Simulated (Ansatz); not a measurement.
## 209Bi NMR of the central transition in Bi2S3

Cell: a structure deposited in the COD, ions relaxed with PBE at fixed cell.

Space group Pnma (No. 62); a = 11.3450, b = 3.9940, c = 11.1930 Å.

```csv
site,Wyckoff,site symmetry,x,y,z
Bi1,4c,.m.,0.4866,0.2500,0.3251
Bi5,4c,.m.,0.3388,0.7500,0.0320
S9,4c,.m.,0.2845,0.2500,0.1922
S13,4c,.m.,0.5498,0.7500,0.1292
S17,4c,.m.,0.3780,0.7500,0.4438
```

One atom of each set is listed.

Computed with Ansatz: DFT, r2SCAN, plane waves and PAW, scalar-relativistic, 500 eV cutoff, Γ-centred 3×7×3 k-points, Fermi–Dirac smearing 0.02 eV.

209Bi has I = 9/2 and Q = -516.0 mb (Pyykkö 2018); at 16.4 T its Larmor frequency is ν₀ = 114.2 MHz (from the bare nuclear moment; shielding lowers the observed one by a per cent or two). Only the quadrupole interaction is simulated: positions count from each site's isotropic chemical shift, and shift anisotropy, dipolar and J coupling are left out.

The Bi sites: Bi1 (4 atoms; 7 S at 2.70–3.38 Å); Bi5 (4 atoms; 7 S at 2.63–3.32 Å).

Fitted components of the simulated spectrum:

```csv
component,|C_Q| (MHz),η
A,112,0.97
B,278,0.08
```

Q: Which site most likely gives which component?

A: By the calculation, A is Bi1, B is Bi5. Like point charges on the first shell alone (each adding as 1/d³) would give the same order.

Spin–orbit coupling is left out, which shifts gradients on Bi by a few per cent, and by more where contributions nearly cancel. Newer work puts Q(²⁰⁹Bi) near −420 mb, which would lower these couplings by about a fifth.
